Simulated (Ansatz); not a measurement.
The start is a generated cell, Ga placed in the AFLOW prototype A_oC8_64_f. The cell and all atomic positions are relaxed at zero pressure with r2SCAN (plane waves to 500 eV, PAW, scalar-relativistic; Ansatz, a quantum-chemistry and plane-wave program).

Ansatz input:
Ansatz 0.2 input:
```yaml
crystal:
  lattice:
    - [2.2615, -3.8305, 0]
    - [2.2615, 3.8305, 0]
    - [0, 0, 4.524]
  atoms:
    - { symbol: Ga, position: [0.3451, 0.6549, 0.581] }
    - { symbol: Ga, position: [0.6549, 0.3451, 0.419] }
    - { symbol: Ga, position: [0.8451, 0.1549, 0.919] }
    - { symbol: Ga, position: [0.1549, 0.8451, 0.081] }
basis: { ecutwfc: 500, ecutrho_ratio: 4, xc_grid: 4, fft_grid_basis: typed }
kpoints: { mp_grid: { grid: [12, 12, 10] } }
hamiltonian:
  xc: r2scan
  dispersion: none
  pseudopotentials: { kind: paw }
scf: { occupations: { method: fermi_dirac, width: 0.05 } }
relax: { f_tol: 0.01, max_steps: 100, cell: { stress_tol: 0.02 } }
output: { forces: true, stress: true }
```

Problem. What pressure does the first self-consistent step give?

Solution. -1.2 GPa (negative: the cell is under tension).

Problem. What is the largest force in the starting geometry, and on which atom (counted from 1)?

Solution. 0.17 eV/Å, on Ga1, Ga2, Ga3, Ga4 (atoms numbered as listed).

Problem. How much energy is released per atom?

Solution. Under 0.01 eV/atom.

Problem. How does the volume per atom move from start to end?

Solution. -2.0 %, from 19.59 to 19.21 Å³/atom.

Problem. How do the shortest distances between atoms change?

Solution. The closest pairs of elements (up to four, under 3.6 Å), start → end: Ga–Ga 2.48 → 2.49 Å.

Problem. Is the relaxed structure metallic? Give its gap.

Solution. No gap (metallic).

The space group stays Cmce (No. 64) (the run could not lower it); the end is AFLOW prototype A_oC8_64_f (A11, as in Ga), with 4 atoms in the primitive cell. No spin polarisation in the result.

The run could not lose the symmetry of its start.
